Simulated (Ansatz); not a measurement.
## SiO$_{2}$: energy along a strain

SiO$_{2}$, P4_2/mnm, a = 4.185 Å, c = 2.669 Å. This isn't the usual stable structure of the compound. Ansatz: r2SCAN, PAW, 500 eV, Γ-centred 6×6×8 mesh on 6 atoms, Gaussian smearing 0.05 eV; no spin polarisation. Cell vectors (Å): 4.185 0.000 0.000; 0.000 4.185 0.000; 0.000 0.000 2.669. The cell is strained by x per cent times the pattern (0 1 0 0 0 0) in the order xx yy zz yz xz xy (engineering shears), with fractional coordinates held. y is the free energy over the start, V0 = 7.792 Å³/atom.

| x (%) | y (meV/atom) |
| --- | --- |
| -4.00 | ? |
| -3.00 | 12.69 |
| -2.00 | 5.56 |
| -1.00 | 1.36 |
| 0.00 | 0.00 |
| 1.00 | 1.34 |
| 2.00 | 5.28 |
| 3.00 | 11.70 |
| 3.50 | 15.80 |
| 4.00 | 20.48 |

**Question.** Fit y = c2 x² + c3 x³ to the other rows, get the stiffness along the pattern, and predict the missing energy.

**Answer.** Least squares on the rows shown. y = 1.3545 x² − 0.018504 x³. The clamped-ion stiffness p·C·p = 2 × 13.54 eV × 160.2 / 7.792 Å³ = 557 GPa, which is C22 in these axes. At x = -4.00 the fit asked for gives 22.86 meV/atom. The run gave 22.90 meV/atom, so the fit is 0.04 meV/atom too low, a small miss on the scale of the series.